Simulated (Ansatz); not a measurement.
Two states of LiCrCu₂Se₄

```
Cr Se Cu Li
1.0
     0.00000    5.52259    0.00000
     5.52259    0.00000    0.00000
     2.76129    2.76129   -5.40903
Cr Se Cu Li
1 4 2 1
Direct
  0.50000 0.50000 0.00000
  0.39730 0.39730 0.72360
  0.60270 0.12090 0.27640
  0.87910 0.87910 0.72360
  0.12090 0.60270 0.27640
  0.75000 0.25000 0.50000
  0.25000 0.75000 0.50000
  0.00000 0.00000 0.00000
```

Method: PBE, with U_eff = 3.46 eV on Cr d, U_eff = 5.39 eV on Cu d, V = 1.52 eV between Cr d and Se p within 2.884 Å (all-electron-ortho-atomic projectors); PAW, plane waves to 420 eV, 5×5×5 Γ-centred mesh, gaussian occupations (width 0.0257 eV) (Ansatz 0.2.0), atoms fixed.

State A: Cr1 up (collinear spin). State B: no moments (no spin polarisation).

Problem. Which state is lower, and how do they differ?

Solution. State A is lower by 126.1 meV an atom at zero smearing.

```csv
state,free energy (meV/atom),largest moment in a small sphere (μB),net moment (μB/cell),gap on mesh (eV),pressure (GPa),largest force (eV/Å)
A,0.0,2.30,1.05,metal,5.4,1.64
B,126.1,0.00,0.00,metal,3.4,2.43
```

Origin: a known structure type with other elements, at an estimated volume, so it need not be a known compound. Caveats: atoms or cell far from equilibrium; odd electron count without spin polarisation, so a magnetic state may lie lower.
